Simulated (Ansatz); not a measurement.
ZnCu (CsCl type)

```xyz
2
Lattice="2.9188 0.0000 0.0000 0.0000 2.9188 0.0000 0.0000 0.0000 2.9188" Properties=species:S:1:pos:R:3 pbc="T T T"
Zn     0.0000     0.0000     0.0000
Cu     1.4594     1.4594     1.4594
```

The slice is a {110} plane (indices of the conventional cell) through the point (0.000, 0.000, 0.000) (fractional), spanned by u = [100] and v = [011] in vectors of this cell: u (2.92 Å) and v (4.13 Å, at 90° to u). It covers one period; positions are fractions (u, v).

Method: r2SCAN (plane waves to 500 eV, PAW, scalar-relativistic; Ansatz, a first-principles code). k mesh 16×16×16. Near the nuclei the fields are pseudised (PAW); where an atom keeps semicore shells as valence, they peak there. ZnCu is run without spin polarisation. ZnCu was relaxed with its symmetry unable to fall.

Question: What is the valence density on the shortest Zn–Cu line in this plane (2.53 Å), at its midpoint?

Answer: 0.27 e/Å³.

Question: What is the ELF at the midpoint of the shortest Zn–Cu line in this plane (2.53 Å)?

Answer: 0.2.

Question: Sketch the electron localisation function (ELF) on this plane as a map.

Answer: 
```
|xxxxxx003355557799997755553300xxxx|
|xxxxxx114455557799997755554411xxxx|
|0000113355556688999988665555331100|
|3333445555667799999999776655554433|
|5555555566777777666677777766555555|
|5555666677665544444444556677666655|
|7777777766554444444444445566777777|
|9999886644445555666655554444668899|
|9988664444556688999988665544446688|
|88775544446699xxxxxxxx996644445577|
|887744445577xxxxxxxxxxxx7755444477|
|886644445577xxxxxxxxxxxx7755444466|
|887744445577xxxxxxxxxxxx7755444477|
|88775544446699xxxxxxxx996644445577|
|9988664444556688999988665544446688|
|9999886644445555666655554444668899|
|7777777766554444444444445566777777|
|5555666677665544444444556677666655|
|5555555566777777666677777766555555|
|3333445555667799999999776655554433|
|0000113355556688999988665555331100|
|xxxxxx114455557799997755554411xxxx|
|xxxxxx003355557799997755553300xxxx|
|xxxxxx003355556699996655553300xxxx|
```
Scale: ten equal steps from 0.03 (start of '0') to 0.33 (end of '9'), in the order '0123456789'. Values: electron localisation function (ELF). The map has 17 points along u (two characters each, u = 0 at the left) and 24 along v (v = 0 in the bottom row). Points within 0.5 Å of a nucleus are blanked (x), as the pseudised field means little there.
